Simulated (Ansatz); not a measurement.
Input file for Ansatz (a first-principles code):

Ansatz 0.2 input:
```yaml
crystal:
  lattice:
    - [1.4469711261, 0.8354091691, 5.4655006612]
    - [-1.4469711261, 0.8354091691, 5.4655006612]
    - [0.0, -1.6708183383, 5.4655006612]
  atoms:
    - { symbol: Cd, position: [0.0, 0.0, 0.0] }
    - { symbol: Si, position: [0.5, 0.5, 0.5] }
    - { symbol: N, position: [0.7737380248, 0.7737380248, 0.7737380248] }
    - { symbol: N, position: [0.2262619752, 0.2262619752, 0.2262619752] }
kpoints:
  mp_grid: { grid: [11, 11, 11] }
hamiltonian:
  xc: pbesol
  pseudopotentials: { azcp: { folder: ./paw }, kind: paw }
scf:
  occupations: { method: fixed }
phonons:
  method: dfpt
  response_accuracy: low
  eigenvectors: true
  rigid_motions: translations
  dielectric: true
```

Output (shortened):

```
zone centre: on kpoints.mp_grid the ground state, and the responses unless they are solved on pairs of k-points, stand on 366 of the mesh's 1331 k-points, …
Pseudopotentials: kind: paw
Pseudopotential: Cd, paw, valence charge 20
Pseudopotential: Si, paw, valence charge 4
Pseudopotential: N, paw, valence charge 5
Functional definition: PBEsol
Crystal: 4 atoms, lattice volume = 39.641 Å³
Basis set: ecut = 420 eV, 781 PW (Γ), exchange–correlation on 80×80×80 points (8 copies of the dense FFT grid, shifted against one another)
Bands: 21, of which v1, the nominal top of the filled ones, is band 17 counted from 1 (16 counted from 0)
Symmetry: 12 space group operations
k-points: 366 of 1331 (irreducible under 2 space group operations, time reversal used)
PAW frozen core: Cd, regenerated for the run's functional, and the local potential with it
PAW frozen core: Si, regenerated for the run's functional, and the local potential with it
PAW frozen core: N, regenerated for the run's functional, and the local potential with it
Initial density: superposition of atomic densities (chi_scale 0.1, normalization cell, long waves kept (reshape's long-wave potential 0.42 eV rms))
Initial wavefunctions: pseudopotential atomic-orbital guess
Eigensolver: davidson
Functional: x = pbesol(κ = 0.804, μ = 0.12345679012345678), c = pbesol(β = 0.046)
SCF iter   1: F=—  HF=-9564.520801 eV  |F-HF|=—  |Δ(HF+E_count)|=         —  Δρ=8.45e-2  dr2=2.90e0  ethr=3.10e-3  ⟨swp⟩=4.7  Hψ=30066  notcnv=0  defer=612
all-band conjugate gradients solve this SCF's bands
preconditioner: auto → none
SCF iter   2: F=—  HF=-9563.722238 eV  |F-HF|=—  |Δ(HF+E_count)|=   7.99e-1  Δρ=3.99e-2  dr2=3.84e-1  ethr=3.10e-3  ⟨swp⟩=3.0  Hψ=17208  notcnv=0  defer=715
SCF iter   3: F=—  HF=-9563.636799 eV  |F-HF|=—  |Δ(HF+E_count)|=   8.54e-2  Δρ=1.71e-2  dr2=5.27e-2  ethr=1.13e-3  ⟨swp⟩=2.2  Hψ=11640  notcnv=0  defer=712
SCF iter   4: F=—  HF=-9563.644454 eV  |F-HF|=—  |Δ(HF+E_count)|=   7.65e-3  Δρ=6.73e-3  dr2=4.19e-2  ethr=1.55e-4  ⟨swp⟩=2.7  Hψ=11949  notcnv=0  defer=730
SCF iter   5: F=—  HF=-9563.634516 eV  |F-HF|=—  |Δ(HF+E_count)|=   9.94e-3  Δρ=8.46e-4  dr2=1.32e-4  ethr=1.23e-4  ⟨swp⟩=2.0  Hψ=10954  notcnv=0  defer=732
SCF iter   6: F=—  HF=-9563.634511 eV  |F-HF|=—  |Δ(HF+E_count)|=   5.64e-6  Δρ=2.80e-4  dr2=1.18e-5  ethr=3.87e-7  ⟨swp⟩=2.2  Hψ=13854  notcnv=0  defer=732
SCF iter   7: F=—  HF=-9563.634519 eV  |F-HF|=—  |Δ(HF+E_count)|=   8.16e-6  Δρ=5.43e-5  dr2=4.01e-7  ethr=3.47e-8  ⟨swp⟩=2.3  Hψ=12044  notcnv=0  defer=205
SCF iter   8: F=—  HF=-9563.634509 eV  |F-HF|=—  |Δ(HF+E_count)|=   9.83e-6  Δρ=6.20e-6  dr2=1.07e-8  ethr=1.18e-9  ⟨swp⟩=2.7  Hψ=14079  notcnv=0  defer=2
SCF iter   9: F=-9563.634509 eV  HF=-9563.634509 eV  |F-HF|=1.82e-12  |Δ(HF+E_count)|=   2.35e-9  Δρ=4.77e-7  dr2=3.80e-11  ethr=1.00e-12  ⟨swp⟩=7.1  Hψ=51963  notcnv=0
SCF 1 converged in 9 iterations: F = -9563.634509 eV  dr2 = 3.80e-11
NSCF: frozen V_eff on 10 k-points
DFPT response loops at Γ: preconditioner auto → Resta (q_TF=auto, 2.659 Å⁻¹)  ε∞=6.8 (no band partly filled) …
── the response to a field inside a basis, on 12×12×12 k-points: an SCF that follows is theirs, and a resumed run solves both again ──
Crystal: 4 atoms, lattice volume = 39.641 Å³
Bands: 18, of which v1, the nominal top of the filled ones, is band 17 counted from 1 (16 counted from 0)
k-points: 182 of 1728
Initial density: handed on by an earlier stage of this run
Initial wavefunctions: pseudopotential atomic-orbital guess (no wavefunctions were taken with the density)
Eigensolver: Dense (182 Hₖ)
SCF iter   1: F=—  HF=-9563.629107 eV  |F-HF|=—  |Δ(HF+E_count)|=         —  Δρ=3.02e-4  dr2=5.10e-6  ethr=1.00e-1
all-band conjugate gradients don't solve this SCF's bands (scf.eigensolver.kind)
preconditioner: auto → none
SCF iter   2: F=—  HF=-9563.629109 eV  |F-HF|=—  |Δ(HF+E_count)|=   2.26e-6  Δρ=1.44e-4  dr2=1.93e-6  ethr=1.50e-8
SCF iter   3: F=—  HF=-9563.629111 eV  |F-HF|=—  |Δ(HF+E_count)|=   1.71e-6  Δρ=7.05e-5  dr2=2.41e-6  ethr=5.67e-9
SCF iter   4: F=-9563.629110 eV  HF=-9563.629110 eV  |F-HF|=5.51e-8  |Δ(HF+E_count)|=   5.86e-7  Δρ=1.24e-5  dr2=7.86e-8  ethr=5.67e-9
SCF 1 converged in 4 iterations: F = -9563.629110 eV  dr2 = 7.86e-8
DFPT response loops at Γ: preconditioner auto → Resta (q_TF=auto, 2.659 Å⁻¹)  ε∞=6.6 (no band partly filled) …
SCF converged after 9 iterations
Free energy (F): -9563.634509 eV
Harris-Foulkes:  -9563.634509 eV  (|F-HF|=1.82e-12)
Internal energy: -9563.634509 eV  (E = F + TS)
E sigma→0 (E₀):  -9563.634509 eV
Fermi energy:    14.835874 eV
--- Per-component energies (eV) ---
  E_band       = -267.718747
  E_kinetic    = 747.156238
  E_local      = -3546.794477  (includes V_loc(G=0)·N_el)
  E_nonlocal   = 214.582674
  E_hartree    = 1657.236135
  E_xc         = -332.607272
  E_vxc        = -398.236167  (∫ρ·V_xc dr)
  E_paw        = -4773.911222  (= ΣΔE_a)
  E_vpaw       = -598.901371  (= ΣTr[D̂ρ^β])
  E_aug_tail   = 0.002178  (compensation charges beyond the density's cutoff)
  E_ewald      = -3529.728481
  E_core_change = 0.429719  (= ΣΔE_core)
  E_smearing   =  0.000000  (= −TS)
  E_closure    =  0.000000  (closes the sum)
  Σ components = -9563.634509   (vs F -9563.634509, Δ=0.00e0)
  [band-id]    e_kinetic+e_local+e_nonlocal+2·e_hartree+e_vxc+e_vpaw+e_augmentation_tail = -267.718657   (vs E_band -267.718747, Δ=8.97e-5)
--- Band table (eV; the first three rows and the last of 366) ---
  k-point 0: bands = ["-87.2660", "-48.3879", "-48.3879", "-48.2851", "-3.3668", "0.4710", "5.1133", "6.1279", "6.1279", "7.0284", "7.0284", "7.0925", "13.4256", "13.5522", "13.5522", "14.1038", "14.1038", "16.1216", "20.3105", "21.8354", "24.1162"]
  k-point 1: bands = ["-87.2655", "-48.3942", "-48.3895", "-48.2844", "-3.2133", "0.5385", "5.2709", "6.0826", "6.2208", "6.9626", "7.0000", "7.2025", "12.2983", "13.2239", "13.3314", "14.0718", "14.2111", "16.5677", "20.8082", "21.7515", "24.4285"]
  k-point 2: bands = ["-87.2641", "-48.4110", "-48.3938", "-48.2825", "-2.7623", "0.7283", "5.5298", "6.1005", "6.4779", "6.7714", "6.9242", "7.5858", "10.5559", "12.1103", "12.6680", "14.1935", "14.2375", "17.1024", "21.1707", "22.0671", "25.0586"]
  k-point 365: bands = ["-87.2655", "-48.3942", "-48.3895", "-48.2844", "-3.0452", "-0.0049", "5.5886", "6.0621", "6.2225", "6.8398", "7.0108", "9.3151", "9.9240", "12.7596", "13.0209", "13.8357", "14.4047", "18.5495", "20.5216", "21.5286", "23.7825"]
  band table: 21 of 21 bands, residual norms ≤ 1.0e-3 eV
--- Phonons (Γ-DFPT): 6 representative perturbations + reference, on 366 of 1331 k-points (Σ response iterations 18) ---
  k mesh reduced under 2 symmetry operations, with k and −k counted as one. Each operation leaves every solved perturbation unchanged …
  ASR residual: 9.494e-5 → 0.000e0 eV/Å²; symmetrization residual: 2.113e-5 eV/Å²
  ASR residual per site (eV/Å²): 9.49e-5 4.46e-5 8.54e-5 8.54e-5
  Γ frequencies (cm⁻¹): 0.00 0.00 0.00 69.46 69.46 268.18 406.62 406.62 453.03 453.03 656.84 672.81
  ε∞ (high-frequency dielectric tensor):
        7.712294     0.000000     0.000000
        0.000000     7.712294     0.000000
        0.000000     0.000000    11.495651
  ε⁰ (static dielectric tensor: ions relaxed, cell fixed):
       65.746864     0.000000     0.000000
        0.000000    65.746864     0.000000
        0.000000     0.000000    25.617536
  ε⁰ − ε∞ (ionic part):
       58.034571     0.000000     0.000000
        0.000000    58.034571     0.000000
        0.000000     0.000000    14.121885
  softest optical mode at Γ: 69.46 cm⁻¹; the repairs (sum rule, projections) moved no ω² at Γ by more than (2.57 cm⁻¹)²
  Born effective charges Z* (e; rows j = field, columns β = displacement):
    site 0:
         2.29525    0.00000    0.00000
         0.00000    2.29525    0.00000
         0.00000    0.00000    3.03274
    site 1:
         4.26096    0.00000    0.00000
         0.00000    4.26096    0.00000
         0.00000    0.00000    3.34565
    site 2:
        -3.27811    0.00000    0.00000
         0.00000   -3.27811    0.00000
         0.00000    0.00000   -3.18920
    site 3:
        -3.27811    0.00000    0.00000
         0.00000   -3.27811    0.00000
         0.00000    0.00000   -3.18920
  Z* charge neutrality: 1.896e-3 e pre-enforcement
  solved inside a basis spanned on kpoints, on 12×12×12 k-points, its susceptibility summed on 16×16×16 …
  optical modes at Γ without the LO–TO term, one row a degenerate level:
      ω (cm⁻¹)  modes    IR ((D/Å)²/amu)
         69.46      2             8.1832
        268.18      1            13.7330
        406.62      2             0.0000
        453.03      2            94.6061
        656.84      1            30.8545
        672.81      1             0.0000
  optical modes at Γ + LO–TO along q̂ = [1.0000, 0.0000, 0.0000]:
      ω (cm⁻¹)  modes    IR ((D/Å)²/amu)
         69.46      1             4.0916
        123.50      1             0.5278
        268.18      1            13.7330
        406.62      2             0.0000
        453.03      1            47.3030
        656.84      1            30.8545
        672.81      1             0.0000
        743.88      1            50.8669
  optical modes at Γ + LO–TO along q̂ = [0.0000, 1.0000, 0.0000]:
      ω (cm⁻¹)  modes    IR ((D/Å)²/amu)
         69.46      1             4.0916
        123.50      1             0.5278
        268.18      1            13.7330
        406.62      2             0.0000
        453.03      1            47.3030
        656.84      1            30.8545
        672.81      1             0.0000
        743.88      1            50.8669
  optical modes at Γ + LO–TO along q̂ = [0.0000, 0.0000, 1.0000]:
      ω (cm⁻¹)  modes    IR ((D/Å)²/amu)
         69.46      2             8.1832
        340.60      1             6.1901
        406.62      2             0.0000
        453.03      2            94.6061
        672.81      1             0.0000
        772.03      1            38.3975
```

Cost: about 13 core-minutes (a rough figure) on shared cores.

Space group R-3m. The start of the workflow was typed in or built on a structure type; neither database checked (COD, Materials Project) lists it. Whether it is the stable phase at ambient conditions was not checked. The PBEsol relaxation kept the symmetry of its start; whether a distortion lowers the energy is not shown. Scalar-relativistic: spin–orbit coupling is off unless named, which matters more the heavier the elements.

Potentials: the earlier of the program's two PAW sets. The files were generated under PBE; for other functionals the program regenerates the frozen cores, and for LDA and PBEsol the local potential too.

Ansatz is a plane-wave DFT program.
